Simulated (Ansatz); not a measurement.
# What DFT gives for Al₃PdPt₂

```
Pt Pd Al
1.0
     2.58066    4.46983    0.00000
    -2.58066    4.46983    0.00000
     0.00000    0.00000    4.00437
Pt Pd Al
2 1 3
Direct
  0.33330 0.33340 0.00000
  0.66660 0.66670 0.00000
  0.00000 0.00000 0.00000
  0.50000 0.50000 0.50000
  0.50000 0.00000 0.50000
  0.00000 0.50000 0.50000
```

Single point in Ansatz 0.2.0 with LDA, spin-orbit coupling. Cutoff 420 eV, PAW datasets, 7×7×8 Γ-centred k mesh, fermi-dirac filling (width 0.1 eV).

The state carries no moments; the state need not be the lowest.

Stress: The pressure is 2.0 GPa (compression positive), so with the atoms held at these fractions the cell would first expand.
Electronic structure: It is a metal, with about 2.6 states/eV a cell as the mean within 0.25 eV of the Fermi level, mostly Al p (44 %), Pt d (26 %) and Pd d (16 %).
Formation energy: -0.45 eV an atom against the elements' usual phases (free molecules for gases, crystals otherwise, with no correction for O₂ or N₂), so it is bound against them; other compounds may still compete. Relaxing would lower it.
Charges: Bader charges in e: Al +1.78, Pd -0.19, Pt -2.58. In the mean Al gives up most and Pt takes most.

Origin: a known structure type with other elements, at an estimated volume, so it need not be a known compound. Caveats: the SCF threshold is loose for a stress.

Cost: 2.4 min on 2 threads of Arm Neoverse V1, on a shared host, peak memory 1 GiB (start from a saved density). The time holds forces, stress, Bader, DOS, bands, ELF.
